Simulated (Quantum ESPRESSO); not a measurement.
Zn2GaS3F, one run as intended and one with a planted mistake

Simulated, not a measurement. The program is pw.x of Quantum ESPRESSO 7.5 (plane-wave density functional theory). The cell is made up: 7 atoms on a wurtzite lattice with one site empty, with randomly drawn elements, strain and displacements, not relaxed. PseudoDojo standard norm-conserving files (v0.5 for PBE, v0.4.1 for LDA and PBEsol) set the functional; there is no spin polarisation, spin-orbit coupling or dispersion term, and the masses in the input are unused placeholders.

Intended input:

```
&control calculation='scf', pseudo_dir='./dojo.nc.sr.pbe.v0_5.standard.upf', outdir='./o', disk_io='medium', tprnfor=.true., tstress=.true. /
&system ibrav=0, nat=7, ntyp=4, nbnd=45, ecutwfc=84.00895049, nosym=.true., tot_charge=0,
 occupations='smearing', smearing='fd', degauss=0.0018374661
/
&electrons conv_thr=7.350e-09, electron_maxstep=60, /
ATOMIC_SPECIES
F 1.0 F.upf
Ga 1.0 Ga.upf
S 1.0 S.upf
Zn 1.0 Zn.upf
CELL_PARAMETERS angstrom
3.7465 0.0 0.0
0.0 6.4891 0.0
0.0 0.0 6.118
ATOMIC_POSITIONS angstrom
Zn 1.9283 3.2845 0.0715
Ga 1.9942 1.1082 3.0113
Zn -0.0198 4.2868 3.0154
S 0.0973 0.1013 2.3895
S 1.8609 3.1919 2.1608
F 1.7748 1.0362 5.5058
S -0.0432 4.331 5.3464
K_POINTS automatic
5 4 4 1 1 1
```

The log is shortened where brackets say so; the opening notice, blank lines, dates and the lines on written files are dropped, and the path of the files is cut. It prints rydbergs, bohrs and kilobars, and counts compression as positive stress. Where no state is partly filled, the Fermi energy that it prints is only some level between the filled and the empty states on the mesh, and need not lie in the true gap.

Log of the intended run:

```
     Program PWSCF v.7.5
     Parallel version (MPI & OpenMP), running on       1 processor cores
     Number of MPI processes:                 1
     Threads/MPI process:                     1
     [start-up lines left out]
     bravais-lattice index     =            0
     lattice parameter (alat)  =       7.0799  a.u.
     unit-cell volume          =    1003.7286 (a.u.)^3
     number of atoms/cell      =            7
     number of atomic types    =            4
     number of electrons       =        78.00
     number of Kohn-Sham states=           45
     kinetic-energy cutoff     =      84.0090  Ry
     charge density cutoff     =     336.0358  Ry
     scf convergence threshold =      7.3E-09
     mixing beta               =       0.7000
     number of iterations used =            8  plain     mixing
     Exchange-correlation= PBE
                           (   1   4   3   4   0   0   0)
     [axes and pseudopotential details left out]
   Cartesian axes
     site n.     atom                  positions (alat units)
         1        Zn     tau(   1) = (   0.5146937   0.8766849   0.0190845  )
         2        Ga     tau(   2) = (   0.5322835   0.2957961   0.8037635  )
         3        Zn     tau(   3) = (  -0.0052849   1.1442146   0.8048579  )
         4        S      tau(   4) = (   0.0259709   0.0270386   0.6377953  )
         5        S      tau(   5) = (   0.4967036   0.8519685   0.5767516  )
         6        F      tau(   6) = (   0.4737221   0.2765781   1.4695849  )
         7        S      tau(   7) = (  -0.0115308   1.1560123   1.4270386  )
     number of k points=    40  Fermi-Dirac smearing, width (Ry)=  0.0018
                       cart. coord. in units 2pi/alat
        k(    1) = (   0.1000000   0.0721691   0.0765467), wk =   0.0500000
        k(    2) = (   0.1000000   0.0721691   0.2296400), wk =   0.0500000
     [further k points left out]
     Dense  grid:   104445 G-vectors     FFT dimensions: (  45,  72,  72)
     Estimated max dynamical RAM per process >     144.25 MB
     Initial potential from superposition of free atoms
     starting charge      77.9970, renormalised to      78.0000
     Starting wfcs are   45 randomized atomic wfcs
     total cpu time spent up to now is       11.2 secs
     per-process dynamical memory:   105.2 Mb
     Self-consistent Calculation
     iteration #  1     ecut=    84.01 Ry     beta= 0.70
     Davidson diagonalization with overlap
     ethr =  1.00E-02,  avg # of iterations =  5.0
     Threshold (ethr) on eigenvalues was too large:
     Diagonalizing with lowered threshold
     Davidson diagonalization with overlap
     ethr =  9.15E-04,  avg # of iterations =  1.1
     total cpu time spent up to now is       95.1 secs
     total energy              =   -1104.37081014 Ry
     estimated scf accuracy    <       0.69737378 Ry
     iteration #  2     ecut=    84.01 Ry     beta= 0.70
     Davidson diagonalization with overlap
     ethr =  8.94E-04,  avg # of iterations =  4.0
     total cpu time spent up to now is      139.9 secs
     total energy              =   -1104.02323721 Ry
     estimated scf accuracy    <       2.70611105 Ry
     [iterations 3 to 10 left out]
     iteration # 11     ecut=    84.01 Ry     beta= 0.70
     Davidson diagonalization with overlap
     ethr =  2.05E-10,  avg # of iterations =  2.0
     total cpu time spent up to now is      413.0 secs
     total energy              =   -1104.68265154 Ry
     estimated scf accuracy    <       0.00000004 Ry
     iteration # 12     ecut=    84.01 Ry     beta= 0.70
     Davidson diagonalization with overlap
     ethr =  5.26E-11,  avg # of iterations =  2.1
     total cpu time spent up to now is      447.2 secs
     End of self-consistent calculation
     [lines on levels left out]
     the Fermi energy is     5.7985 ev
!    total energy              =   -1104.68265155 Ry
     estimated scf accuracy    <          3.7E-09 Ry
     smearing contrib. (-TS)   =      -0.00000000 Ry
     internal energy E=F+TS    =   -1104.68265155 Ry
     The total energy is F=E-TS. E is the sum of the following terms:
     one-electron contribution =    -941.83637362 Ry
     hartree contribution      =     494.56716120 Ry
     xc contribution           =    -161.65238178 Ry
     ewald contribution        =    -495.76105735 Ry
     convergence has been achieved in  12 iterations
     Forces acting on atoms (cartesian axes, Ry/au):
     atom    1 type  4   force =    -0.02384363   -0.02732965   -0.12529052
     atom    2 type  2   force =    -0.01676399    0.00366749    0.08455887
     atom    3 type  4   force =     0.00131158    0.00674294    0.04476622
     atom    4 type  3   force =     0.00489955   -0.02983337   -0.02449351
     atom    5 type  3   force =    -0.00130512    0.00882670    0.09034289
     atom    6 type  1   force =     0.01077704    0.04699920   -0.05920369
     atom    7 type  3   force =     0.02492458   -0.00907332   -0.01068026
     Total force =     0.207153     Total SCF correction =     0.000316
     Computing stress (Cartesian axis) and pressure
          total   stress  (Ry/bohr**3)                   (kbar)     P=       11.22
   0.00018753   0.00003245  -0.00003286           27.59        4.77       -4.83
   0.00003245   0.00001811  -0.00002677            4.77        2.66       -3.94
  -0.00003286  -0.00002677   0.00002320           -4.83       -3.94        3.41
     init_run     :      9.28s CPU     11.14s WALL (       1 calls)
     electrons    :    402.99s CPU    435.99s WALL (       1 calls)
     forces       :      3.95s CPU      4.01s WALL (       1 calls)
     stress       :     13.53s CPU     13.61s WALL (       1 calls)
     [timing details left out]
     PWSCF        :   7m 9.96s CPU   7m46.64s WALL
     JOB DONE.
```

A second run has one planted mistake: the self-consistency threshold is too loose. The input lines that differ, file-writing options aside:

```
- &electrons conv_thr=7.350e-09, electron_maxstep=60, /
+ &electrons conv_thr=7.350e-03, electron_maxstep=60, /
```

Its log:

```
     Program PWSCF v.7.5
     Parallel version (MPI & OpenMP), running on       4 processor cores
     Number of MPI processes:                 4
     Threads/MPI process:                     1
     [start-up lines left out]
     bravais-lattice index     =            0
     lattice parameter (alat)  =       7.0799  a.u.
     unit-cell volume          =    1003.7286 (a.u.)^3
     number of atoms/cell      =            7
     number of atomic types    =            4
     number of electrons       =        78.00
     number of Kohn-Sham states=           45
     kinetic-energy cutoff     =      84.0090  Ry
     charge density cutoff     =     336.0358  Ry
     scf convergence threshold =      7.3E-03
     mixing beta               =       0.7000
     number of iterations used =            8  plain     mixing
     Exchange-correlation= PBE
                           (   1   4   3   4   0   0   0)
     [axes and pseudopotential details left out]
   Cartesian axes
     site n.     atom                  positions (alat units)
         1        Zn     tau(   1) = (   0.5146937   0.8766849   0.0190845  )
         2        Ga     tau(   2) = (   0.5322835   0.2957961   0.8037635  )
         3        Zn     tau(   3) = (  -0.0052849   1.1442146   0.8048579  )
         4        S      tau(   4) = (   0.0259709   0.0270386   0.6377953  )
         5        S      tau(   5) = (   0.4967036   0.8519685   0.5767516  )
         6        F      tau(   6) = (   0.4737221   0.2765781   1.4695849  )
         7        S      tau(   7) = (  -0.0115308   1.1560123   1.4270386  )
     number of k points=    40  Fermi-Dirac smearing, width (Ry)=  0.0018
                       cart. coord. in units 2pi/alat
        k(    1) = (   0.1000000   0.0721691   0.0765467), wk =   0.0500000
        k(    2) = (   0.1000000   0.0721691   0.2296400), wk =   0.0500000
     [further k points left out]
     Dense  grid:   104445 G-vectors     FFT dimensions: (  45,  72,  72)
     Estimated max dynamical RAM per process >     233.87 MB
     Estimated total dynamical RAM >     858.97 MB
     Initial potential from superposition of free atoms
     starting charge      77.9970, renormalised to      78.0000
     Starting wfcs are   45 randomized atomic wfcs
     total cpu time spent up to now is        4.1 secs
     per-process dynamical memory:   176.9 Mb
     Self-consistent Calculation
     iteration #  1     ecut=    84.01 Ry     beta= 0.70
     Davidson diagonalization with overlap
     ethr =  1.00E-02,  avg # of iterations =  5.0
     Threshold (ethr) on eigenvalues was too large:
     Diagonalizing with lowered threshold
     Davidson diagonalization with overlap
     ethr =  9.15E-04,  avg # of iterations =  1.1
     total cpu time spent up to now is       19.1 secs
     total energy              =   -1104.37076429 Ry
     estimated scf accuracy    <       0.69743274 Ry
     iteration #  2     ecut=    84.01 Ry     beta= 0.70
     Davidson diagonalization with overlap
     ethr =  8.94E-04,  avg # of iterations =  4.2
     total cpu time spent up to now is       27.5 secs
     total energy              =   -1104.02357026 Ry
     estimated scf accuracy    <       2.70450015 Ry
     [iterations 3 to 4 left out]
     iteration #  5     ecut=    84.01 Ry     beta= 0.70
     Davidson diagonalization with overlap
     ethr =  8.13E-05,  avg # of iterations =  2.6
     total cpu time spent up to now is       48.0 secs
     total energy              =   -1104.68004898 Ry
     estimated scf accuracy    <       0.01612319 Ry
     iteration #  6     ecut=    84.01 Ry     beta= 0.70
     Davidson diagonalization with overlap
     ethr =  2.07E-05,  avg # of iterations =  4.0
     total cpu time spent up to now is       55.5 secs
     End of self-consistent calculation
     [lines on levels left out]
     the Fermi energy is     5.7989 ev
!    total energy              =   -1104.68240496 Ry
     estimated scf accuracy    <       0.00043869 Ry
     smearing contrib. (-TS)   =      -0.00000000 Ry
     internal energy E=F+TS    =   -1104.68240496 Ry
     The total energy is F=E-TS. E is the sum of the following terms:
     one-electron contribution =    -941.93930973 Ry
     hartree contribution      =     494.69354627 Ry
     xc contribution           =    -161.67558416 Ry
     ewald contribution        =    -495.76105735 Ry
     convergence has been achieved in   6 iterations
     Forces acting on atoms (cartesian axes, Ry/au):
     atom    1 type  4   force =    -0.02377153   -0.03275276   -0.12662016
     atom    2 type  2   force =    -0.01709300    0.01665745    0.08169158
     atom    3 type  4   force =     0.00140284    0.00176814    0.04659277
     atom    4 type  3   force =     0.00518684   -0.02973307   -0.02529629
     atom    5 type  3   force =    -0.00132417    0.00747972    0.09065908
     atom    6 type  1   force =     0.01058958    0.04551109   -0.05778352
     atom    7 type  3   force =     0.02500944   -0.00893057   -0.00924347
     Total force =     0.207919     Total SCF correction =     0.111187
     SCF correction compared to forces is large: reduce conv_thr to get better values
     Computing stress (Cartesian axis) and pressure
          total   stress  (Ry/bohr**3)                   (kbar)     P=       22.30
   0.00026015   0.00003091  -0.00002907           38.27        4.55       -4.28
   0.00003091   0.00010098  -0.00002798            4.55       14.85       -4.12
  -0.00002907  -0.00002798   0.00009356           -4.28       -4.12       13.76
     init_run     :      3.75s CPU      3.87s WALL (       1 calls)
     electrons    :     51.00s CPU     51.43s WALL (       1 calls)
     forces       :      1.15s CPU      1.17s WALL (       1 calls)
     stress       :      3.91s CPU      3.92s WALL (       1 calls)
     [timing details left out]
     PWSCF        :   1m 0.03s CPU   1m 0.68s WALL
     JOB DONE.
```

```
                                            intended run  run with the mistake
                          free energy (eV)    -15029.973            -15029.970
                    smearing term -TS (eV)        0.0000                0.0000
                            pressure (GPa)          1.12                  2.23
            largest force component (eV/Å)         3.221                 3.256
largest change of a force component (eV/Å)                               0.334
                                iterations            12                     6
```

For scale, a rerun of the intended cell at 1437 eV and a 7 x 6 x 6 mesh moved values by no more than 0.007 eV in energy, 0.06 GPa in stress and 0.002 eV/Å in force.